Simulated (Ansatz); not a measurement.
# Is this TiCo structure stable?

The cell was found from a structure generator's guess, not taken from experiment.

Computed with DFT PBE, scalar-relativistic, plane waves, PAW in Ansatz. Cutoff 420 eV, Γ-centred 18×18×18 mesh (2-atom cell), Gaussian smearing of 0.10 eV, collinear spin.

```
CELL_PARAMETERS angstrom
2.98510 0.00000 0.00000
0.00000 2.98510 0.00000
0.00000 0.00000 2.98510
ATOMIC_POSITIONS crystal
Ti 0.00000 0.00000 0.00000
Co 0.50000 0.50000 0.50000
```

Formation energies are uncorrected and refer to the elements' standard structures at the same level.

Task: These tests were run: energy against the elements; phonons at Γ. What do they show?

Result:

```tsv
test	result
energy against the elements	−0.40 eV/atom
phonons at Γ	lowest optical mode 226 cm⁻¹
```

It fails none of these tests. Whether a mixture of other phases lies lower isn't tested here. Phonons away from Γ weren't computed.

The magnetic state reached may not be the lowest. The run for the phonons used an 18×18×18 k mesh and Gaussian smearing of 0.20 eV. The cell carries site moments Co 1.0 μB.
